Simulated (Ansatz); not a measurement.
Sc (fcc, Cu type)

```xyz
1
Lattice="0.0000 2.2764 2.2764 2.2764 0.0000 2.2764 2.2764 2.2764 0.0000" Properties=species:S:1:pos:R:3 pbc="T T T"
Sc     0.0000     0.0000     0.0000
```

The slice is a {111} plane (indices of the conventional cell) through the point (0.000, 0.000, 0.000) (fractional), spanned by u = [100] and v = [-1 2 0] in vectors of this cell: u (3.22 Å) and v (5.58 Å, at 90° to u). It covers one period; positions are fractions (u, v).

Level of theory: PBEsol (plane waves to 420 eV, PAW, scalar-relativistic; Ansatz, an electronic-structure program). k mesh 18×18×18. Inside the PAW spheres the values are not all-electron values, and peaks at nuclei hang on which shells count as valence. Sc is run without spin polarisation. Sc was relaxed with its symmetry unable to fall. This is one of several known forms of Sc; the measured ambient cells at hand have space group No. 194.

### Question
What is the ELF at the midpoint of the shortest Sc–Sc line in this plane (3.22 Å)?

### Answer
0.24.

### Question
What is the valence density on the shortest Sc–Sc line in this plane (3.22 Å), at its midpoint?

### Answer
0.12 e/Å³.

### Question
Predict the map of the electron localisation function (ELF) on the slice.

### Answer
```
v \ u  0.00  0.14  0.29  0.43  0.57  0.71  0.86
-----  ----  ----  ----  ----  ----  ----  ----
0.92      x  0.74  0.16  0.25  0.25  0.16  0.74
0.83   0.31  0.14  0.13  0.47  0.47  0.13  0.14
0.75   0.21  0.23  0.24  0.21  0.21  0.24  0.23
0.67   0.54  0.28  0.09  0.25  0.25  0.09  0.28
0.58   0.37  0.11  0.52  0.73  0.73  0.52  0.11
0.50   0.24  0.09  0.72     x     x  0.72  0.09
0.42   0.37  0.11  0.52  0.73  0.73  0.52  0.11
0.33   0.54  0.28  0.09  0.25  0.25  0.09  0.28
0.25   0.21  0.23  0.24  0.21  0.21  0.24  0.23
0.17   0.31  0.14  0.13  0.47  0.47  0.13  0.14
0.08      x  0.74  0.16  0.25  0.25  0.16  0.74
0.00      x     x  0.33  0.15  0.15  0.33     x
```

Values: electron localisation function (ELF). Points within 0.5 Å of a nucleus are blanked (x), as the pseudised field means little there.
